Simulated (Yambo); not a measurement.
GaN (wurtzite, space group P6_3mc, No. 186); a = b = 3.184 Å, c = 5.187 Å, α = β = 90.00°, γ = 120.00°. With the G0W0 scissor the direct gap on the mesh is 2.42 eV. Axes are Cartesian, with cell vectors (Å) (3.18, 0.00, 0.00), (-1.59, 2.76, 0.00), (0.00, 0.00, 5.19).

Q: Can the lowest exciton of this BSE run be trusted, and with what binding energy? (Yambo, PBEsol bands; 9×9×4 mesh, 10 valence and 4 conduction bands, static screening with 70 bands and a 4 Ry block, scissor 0.51 eV, Tamm-Dancoff.)

A: No. The lowest state covers only about 1 of the 324 k points, so the mesh doesn't resolve it: its energy and its distance from the direct gap are mesh artefacts. An extended exciton needs a far denser mesh. The scissor comes from a G0W0 run whose convergence isn't established. 

The standard potential for Ga keeps a d shell in the valence without the s and p states of that shell. In tests on such compounds this moved G0W0 gaps by up to about 0.9 eV, so absolute quasiparticle energies here are unreliable; differences between settings are what counts.

Spin-orbit coupling is included.

Geometry relaxed with PBEsol.
